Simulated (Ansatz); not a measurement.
LaSb, DFT, PBEsol, all-electron PAW with datasets made for the crystal, scalar-relativistic (Ansatz 0.2.0), run on 1 thread of Arm Neoverse V2 on a shared host.

The cell is COD entry 1537613, as deposited and not checked against the literature; nothing was relaxed. The listed cell was then made from it by scaling, straining or moving an atom.

Command: `ansatz run input.yaml --threads 1 --pin off --max-ram 3072MiB --backend cpu --events-out ev --progress --plain --runs-dir out`

```yaml
crystal:
  lattice:
    - [0.0, 3.2557808101, 3.2557808101]
    - [3.2557808101, 0.0, 3.2557808101]
    - [3.2557808101, 3.2557808101, 0.0]
  atoms:
    - { symbol: La, position: [0.0, 0.0, 0.0] }
    - { symbol: Sb, position: [0.5, 0.5, 0.5] }
kpoints:
  mp_grid: { grid: [10, 10, 10] }
scf:
  occupations: { method: fermi_dirac, width: 0.05 }
hamiltonian:
  xc: pbesol
  pseudopotentials: { kind: all_electron, datasets: crystal }
output:
  forces: true
  stress: true
  eigenvalues: true
  efg: { contact_densities: true }
```

(1) How large is the problem that the program sets up?

(2) Estimate the wall time and the peak memory.

(3) And the same cell and mesh by frozen-core PAW, asked for forces, stress, eigenvalues, efg, write_density, write_potential, elf, on the same hardware?

Results:

(1) 47 irreducible k-points, 645 plane waves at Γ, 17 bands.

(2) 13 s of wall time for 10 SCF iterations, with a peak of 0.51 GiB. Times on shared machines scatter by tens of per cent.

(3) 6.4 s, peak memory 0.45 GiB.
